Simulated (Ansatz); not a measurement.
## C (R-3m), two-dimensional strain map

Method: DFT r2SCAN, scalar-relativistic, plane waves, PAW (Ansatz 0.2.0). Settings: plane waves to 500 eV, k-mesh 12×12×12 (Γ-centred), Gaussian smearing 0.05 eV. No spin polarisation. Energies are free energies at this smearing, counted from the undisturbed cell; pressure is positive in compression.

The undisturbed cell (as given, not relaxed at this level; it stands at 0.2 GPa):

```
CELL_PARAMETERS angstrom
1.22803 0.70900 3.34701
-1.22803 0.70900 3.34701
0.00000 -1.41800 3.34701
ATOMIC_POSITIONS crystal
C 0.16400 0.16400 0.16400
C 0.83600 0.83600 0.83600
```

The cell holds layers and no dispersion correction was added, so their binding is poorly described.

The cell is strained by p along both x and y and by q along z, fractional coordinates fixed. Points are written (p, q).

p was sampled at -0.050, -0.025, 0.000, 0.025, 0.050 and q at -0.050, -0.025, 0.000, 0.025, 0.050.

Q: Where on the computed points is the energy highest, and how high?

A: At (-0.050, -0.050): 202.9 meV/atom.

Q: Away from (0, 0), which computed point is lowest?

A: (0.000, 0.025): -0.6 meV/atom.

The map, in meV/atom:

```
 p \ q  -0.050  -0.025  0.000  0.025  0.050
-0.050   202.9   199.7  198.4  198.3  199.2
-0.025    51.5    47.9   46.2   45.9   46.6
 0.000     6.1     2.0    0.0   -0.6   -0.1
 0.025    48.5    44.0   41.7   40.8   41.1
 0.050   163.1   158.3  155.7  154.6  154.6
```